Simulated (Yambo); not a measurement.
```
AlN
1.0
    3.06643     0.00000     0.00000
   -1.53321     2.65560     0.00000
    0.00000     0.00000     4.90807
N Al
2 2
Direct
  0.66667   0.33333   0.88105
  0.33333   0.66667   0.38105
  0.66667   0.33333   0.49895
  0.33333   0.66667   0.99895
```

The PBEsol cell relaxed from Materials Project entry mp-661 was given an isotropic strain of -1.5 % on all lattice vectors, and the atoms were relaxed again.

Problem. Where are the main features of Im ε from RPA with local fields on PBEsol bands (Yambo; 15×15×8 mesh, 32 bands, 4 Ry local-field block, 0.2 eV broadening; field along z)?

Solution. Peaks at 6.9 eV (8.5), 10.0 eV (5.7), 12.2 eV (4.5), heights in brackets. Peak heights and small wiggles depend on the k mesh. Convergence of the RPA response with its 15×15×8 mesh was not tested. No excitonic effects at this level.
